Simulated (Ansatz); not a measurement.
Below is a relaxed structure of ZnCd5O6. The cell was found from a structure generator's guess, not taken from experiment.

The calculation used DFT PBE, scalar-relativistic, plane waves, PAW (Ansatz 0.2.0). Cutoff 420 eV, Γ-centred mesh, Gaussian smearing, no spin polarisation.

```
CELL_PARAMETERS angstrom
3.30381 0.00000 0.00000
0.00000 4.78923 0.00000
-0.15435 0.00000 9.94756
ATOMIC_POSITIONS crystal
Zn 0.00000 0.96942 0.00000
Cd 0.98676 0.99830 0.32780
Cd 0.50000 0.49899 0.50000
Cd 0.01324 0.99830 0.67220
Cd 0.50651 0.49370 0.83859
Cd 0.49349 0.49370 0.16141
O 0.98521 0.50016 0.33155
O 0.50000 0.99961 0.50000
O 0.01479 0.50016 0.66845
O 0.55614 0.00596 0.85037
O 0.00000 0.53545 0.00000
O 0.44386 0.00596 0.14963
```

The zero of energy is the elements' standard structures at the same level (O₂ as a molecule); no fitted shifts are applied.

**Question.** What space group does it have?

**Answer.** P2 (No. 3), with Zn and Cd ordered on rock salt sites. Conventional cell: a = 3.304 Å, b = 4.789 Å, c = 9.949 Å, β = 90.9°. Zn has 3 O at 2.08 Å, 2 O at 2.39 Å and 1 O at 2.71 Å; Cd on a site of symmetry 1 has 6 O at 2.35–2.50 Å; around Cd on a site of symmetry 2 lie 6 O at 2.34–2.40 Å; O on a site of symmetry 1 is surrounded by 6 Cd at 2.33–2.40 Å; 4 more sites not described.

**Question.** What is its formation energy per atom?

**Answer.** −1.03 eV/atom. A negative formation energy is needed for stability but isn't enough: competing phases decide.

**Question.** Is it a metal?

**Answer.** Yes, bands cross the Fermi level on the 12×8×4 mesh, though with few states there, as in a semimetal.

The last run used a 12×8×4 mesh (in the run's order of axes) for its 12-atom cell and Gaussian smearing of 0.10 eV. The zero gap may come from the functional, which often closes small gaps. This cell was reached by moving the atoms of another relaxed cell at random and relaxing again, last within the group found; it had no such test of its own.
